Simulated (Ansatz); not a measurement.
Input, command and steps of an Ansatz relaxation.

```yaml
crystal:
  lattice:
    - [4.3795137956, 0.0, 0.0]
    - [0.0, 4.3795137956, 0.0]
    - [0.0, 0.0, 4.3795137956]
  atoms:
    - { symbol: Mn, position: [0.1379173507, 0.1379173507, 0.1379173507], spin: 1.0 }
    - { symbol: Mn, position: [0.3620826493, 0.8620826493, 0.6379173507], spin: 1.0 }
    - { symbol: Mn, position: [0.6379173507, 0.3620826493, 0.8620826493], spin: 1.0 }
    - { symbol: Mn, position: [0.8620826493, 0.6379173507, 0.3620826493], spin: 1.0 }
    - { symbol: Si, position: [0.845729376, 0.845729376, 0.845729376] }
    - { symbol: Si, position: [0.654270624, 0.154270624, 0.345729376] }
    - { symbol: Si, position: [0.345729376, 0.654270624, 0.154270624] }
    - { symbol: Si, position: [0.154270624, 0.345729376, 0.654270624] }
basis:
  ecutwfc: 420
kpoints:
  mp_grid: { grid: [8, 8, 8] }
hamiltonian:
  xc: pbesol
scf:
  occupations: { method: gaussian, width: 0.1 }
output:
  forces: true
  stress: true
  eigenvalues: true
  populations: true
magnetization:
  spin_polarized: true
relax:
  adjacent_minimum: "off"
  f_tol: 0.01
  max_steps: 30
```

```bash
ansatz run input.yaml --threads 2 --pin off --max-ram 5120MiB --backend cpu --events-out ev --progress --plain --runs-dir out
```

All numbers below come from DFT PBEsol, scalar-relativistic, plane waves, PAW (Ansatz).

The volume is held at 0.94 times that of the relaxed cell.

Of 3 frames 3 are shown, positions in Å and forces in eV/Å; the SCF threshold varies from step to step.

```xyz
8
Lattice="4.3795 0.0000 0.0000 0.0000 4.3795 0.0000 0.0000 0.0000 4.3795" Properties=species:S:1:pos:R:3:forces:R:3 pbc="T T T" step=1 free_energy_over_end_meV_per_atom=0.23
Mn    0.6040    0.6040    0.6040    0.0765    0.0765    0.0765
Mn    1.5857    3.7755    2.7938   -0.0765   -0.0765    0.0765
Mn    2.7938    1.5857    3.7755    0.0765   -0.0765   -0.0765
Mn    3.7755    2.7938    1.5857   -0.0765    0.0765   -0.0765
Si    3.7039    3.7039    3.7039    0.0199    0.0199    0.0199
Si    2.8654    0.6756    1.5141   -0.0199   -0.0199    0.0199
Si    1.5141    2.8654    0.6756    0.0199   -0.0199   -0.0199
Si    0.6756    1.5141    2.8654   -0.0199    0.0199   -0.0199
8
Lattice="4.3795 0.0000 0.0000 0.0000 4.3795 0.0000 0.0000 0.0000 4.3795" Properties=species:S:1:pos:R:3:forces:R:3 pbc="T T T" step=2 free_energy_over_end_meV_per_atom=0.06
Mn    0.6059    0.6059    0.6059    0.0359    0.0359    0.0359
Mn    1.5838    3.7736    2.7957   -0.0359   -0.0359    0.0359
Mn    2.7957    1.5838    3.7736    0.0359   -0.0359   -0.0359
Mn    3.7736    2.7957    1.5838   -0.0359    0.0359   -0.0359
Si    3.7044    3.7044    3.7044    0.0141    0.0141    0.0141
Si    2.8649    0.6751    1.5146   -0.0141   -0.0141    0.0141
Si    1.5146    2.8649    0.6751    0.0141   -0.0141   -0.0141
Si    0.6751    1.5146    2.8649   -0.0141    0.0141   -0.0141
8
Lattice="4.3795 0.0000 0.0000 0.0000 4.3795 0.0000 0.0000 0.0000 4.3795" Properties=species:S:1:pos:R:3:forces:R:3 pbc="T T T" step=3 free_energy_over_end_meV_per_atom=0.00
Mn    0.6077    0.6077    0.6077   -0.0001   -0.0001   -0.0001
Mn    1.5820    3.7718    2.7975    0.0001    0.0001   -0.0001
Mn    2.7975    1.5820    3.7718   -0.0001    0.0001    0.0001
Mn    3.7718    2.7975    1.5820    0.0001   -0.0001    0.0001
Si    3.7053    3.7053    3.7053    0.0004    0.0004    0.0004
Si    2.8640    0.6743    1.5155   -0.0004   -0.0004    0.0004
Si    1.5155    2.8640    0.6743    0.0004   -0.0004   -0.0004
Si    0.6743    1.5155    2.8640   -0.0004    0.0004   -0.0004
```

Time: 31 s on 2 threads of Intel(R) Xeon(R) 6975P-C (Granite Rapids) (shared host), peak memory 0.61 GiB.

Only parallel moments were tried here.